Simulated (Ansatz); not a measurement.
All numbers below come from DFT PBE+D3(BJ), scalar-relativistic, plane waves, PAW in Ansatz. Settings: cutoff 420 eV, Γ-centred meshes spaced at most about 0.3 Å⁻¹, and about 0.25 Å⁻¹ or finer for metals (2π included), Gaussian smearing. No spin polarisation in the final relaxations.

Temperature and zero-point effects are left out. All come from trial cells, and lower structures may exist.

Task: These unrelaxed guesses for PCS4 are each relaxed within their symmetry. Order them by the energy at which they end, lowest first.
1.

```cif
data_structure
_symmetry_space_group_name_H-M 'I4/mmm'
_symmetry_Int_Tables_number 139
_cell_length_a 6.0786
_cell_length_b 6.0786
_cell_length_c 7.3410
_cell_angle_alpha 90.000
_cell_angle_beta 90.000
_cell_angle_gamma 90.000
_cell_volume 271.24
loop_
_atom_site_label
_atom_site_type_symbol
_atom_site_symmetry_multiplicity
_atom_site_Wyckoff_symbol
_atom_site_fract_x
_atom_site_fract_y
_atom_site_fract_z
_atom_site_occupancy
P1 P 2 a 0.00000 0.00000 0.00000 1
C1 C 2 b 0.00000 0.00000 0.50000 1
S1 S 8 f 0.25000 0.25000 0.25000 1
```

2.

```cif
data_structure
_symmetry_space_group_name_H-M 'P4/mmm'
_symmetry_Int_Tables_number 123
_cell_length_a 3.2901
_cell_length_b 3.2901
_cell_length_c 12.6215
_cell_angle_alpha 90.000
_cell_angle_beta 90.000
_cell_angle_gamma 90.000
_cell_volume 136.63
loop_
_atom_site_label
_atom_site_type_symbol
_atom_site_symmetry_multiplicity
_atom_site_Wyckoff_symbol
_atom_site_fract_x
_atom_site_fract_y
_atom_site_fract_z
_atom_site_occupancy
P1 P 1 a 0.00000 0.00000 0.00000 1
C1 C 1 d 0.50000 0.50000 0.50000 1
S1 S 2 h 0.50000 0.50000 0.18097 1
S2 S 2 g 0.00000 0.00000 0.65245 1
```

3.

```cif
data_structure
_symmetry_space_group_name_H-M 'F-43m'
_symmetry_Int_Tables_number 216
_cell_length_a 8.5566
_cell_length_b 8.5566
_cell_length_c 8.5566
_cell_angle_alpha 90.000
_cell_angle_beta 90.000
_cell_angle_gamma 90.000
_cell_volume 626.48
loop_
_atom_site_label
_atom_site_type_symbol
_atom_site_symmetry_multiplicity
_atom_site_Wyckoff_symbol
_atom_site_fract_x
_atom_site_fract_y
_atom_site_fract_z
_atom_site_occupancy
P1 P 4 d 0.25000 0.25000 0.75000 1
C1 C 4 a 0.00000 0.00000 0.00000 1
S1 S 16 e 0.32889 0.17111 0.32889 1
```

4.

```cif
data_structure
_symmetry_space_group_name_H-M 'I-42m'
_symmetry_Int_Tables_number 121
_cell_length_a 5.6249
_cell_length_b 5.6249
_cell_length_c 7.2016
_cell_angle_alpha 90.000
_cell_angle_beta 90.000
_cell_angle_gamma 90.000
_cell_volume 227.86
loop_
_atom_site_label
_atom_site_type_symbol
_atom_site_symmetry_multiplicity
_atom_site_Wyckoff_symbol
_atom_site_fract_x
_atom_site_fract_y
_atom_site_fract_z
_atom_site_occupancy
P1 P 2 b 0.00000 0.00000 0.50000 1
C1 C 2 a 0.00000 0.00000 0.00000 1
S1 S 8 i 0.16832 0.16832 0.86618 1
```

Result: 4 (ends in I-42m, 0 meV/atom), 3 (ends in F-43m, 0.71 eV/atom), 2 (ends in P4/mmm, 0.76 eV/atom), 1 (ends in I4/mmm, 0.77 eV/atom). Even the lowest end lies +0.54 eV/atom against the elements.

The k mesh leaves some 4 meV/atom of noise in the energy of each metallic cell. In I-42m, F-43m, P4/mmm, I4/mmm an odd number of electrons in the primitive cell allows no gap without spin; a larger cell or a magnetic state could open one. P stands nearly free of neighbours here, and without spin polarisation the energy of such atoms comes out too high. A magnetic state wasn't ruled out in cells without spin, among them F-43m. Cells relaxed within their symmetry can be saddle points. Some structure types and database cells were kept out of the candidates from the start, so a known form may be missing.
